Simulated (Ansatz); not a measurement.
Trial structure of SbS5, not yet relaxed:

```xyz
6
Lattice="3.0120 1.7390 5.6723 -3.0120 1.7390 5.6723 0.0000 -3.4780 5.6723" Properties=species:S:1:pos:R:3 pbc="T T T"
Sb    0.0000    0.0000    8.5084
S     0.9994    1.7390    5.6723
S     0.0000    0.0000    2.8441
S    -2.0057   -0.0040    5.6723
S     1.0063   -1.7350    5.6723
S     0.0000    0.0000   14.1728
```

Theory: DFT PBE, scalar-relativistic, plane waves, PAW in Ansatz. Plane waves to 420 eV, a k mesh through Γ of 3×3×3 on the computed 6-atom cell and Gaussian smearing (0.10 eV); no spin polarisation.

Energies over the elements count from the elements' standard structures at the same level, with no fitted energy shifts.

Question: What does a single point on this coarse mesh give?

Answer: The pressure is -12.0 GPa (the mean over three directions, positive in compression), the largest force is 0.22 eV/Å, and the energy is +1.59 eV/atom against the elements. The shortest distance is 3.47 Å.

Question: How much does it gain on relaxing, and where does it end?

Answer: Relaxing gains about 1.3 eV/atom (the start's value is from the coarse mesh, so the gain is rough) in 20 ionic steps and ends at +0.25 eV/atom on the finer mesh. The symmetry goes from R32 (No. 155) to R-3m (No. 166). The volume per atom shrinks by 17.1 %, from 29.7 to 24.6 Å³. The shortest distance goes from 3.47 Å (S–S) to 2.36 Å (S–S). Conventional cell: a = 6.907 Å, c = 10.729 Å. Around Sb lie 6 S at 2.68 Å and 2 S at 3.05 Å; around S on a site of symmetry 2/m lie 2 S at 2.36 Å and 2 Sb at 2.68 Å; S on a site of symmetry 3m is surrounded by 3 S at 2.36 Å and 1 Sb at 3.05 Å.

The last run used a 6×6×6 mesh for its 6-atom cell and Gaussian smearing of 0.10 eV. Spin–orbit coupling, which can matter for Sb, is left out. An odd number of electrons in the primitive cell allows no gap without spin; a larger cell or a magnetic state could open one. The reference form of S is held partly by dispersion forces, which this level lacks. The relaxation can't lower the symmetry of the start. A structure relaxed within its symmetry needn't be a true minimum.
